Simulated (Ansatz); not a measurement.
The relaxed structure here is a generated cell of SnSe: the first start was made by placing the elements on the sites of a structure type, and the end was not matched to a known phase here, so it may be hypothetical. Known forms of SnSe include space group No. 62.

One starting cell of SnSe (a generated cell, SnSe placed in the AFLOW prototype AB_oI4_44_a_b (as in GaAs)) was relaxed twice with Ansatz (plane waves, PAW, scalar-relativistic): with r2SCAN at 500 eV and with PBE at 420 eV. The r2SCAN result:

```xyz
2
Lattice="-2.1121 3.0160 2.1808 2.1121 -3.0160 2.1808 2.1121 3.0160 -2.1808" Properties=species:S:1:pos:R:3 pbc="T T T"
Sn     0.0000     0.0000     0.0357
Se     0.0000     3.0160     0.2914
```

```csv
quantity,r2SCAN,PBE
space group,Imm2,Imm2
volume (Å³/atom),27.78,28.03
a (Å),4.224,4.278
b (Å),6.032,6.064
c (Å),4.362,4.322
"gap (eV, no spin-orbit coupling)",0.14,0.41
```

Both levels end in the same structure; PBE's volume is 0.9 % larger; its gap is 0.27 eV larger. Neither column is exact.

No spin polarisation in the result.

The run could not lose the symmetry of its start: the end is stationary, and may be a saddle point rather than a minimum.

Ansatz is a program for electronic structure.
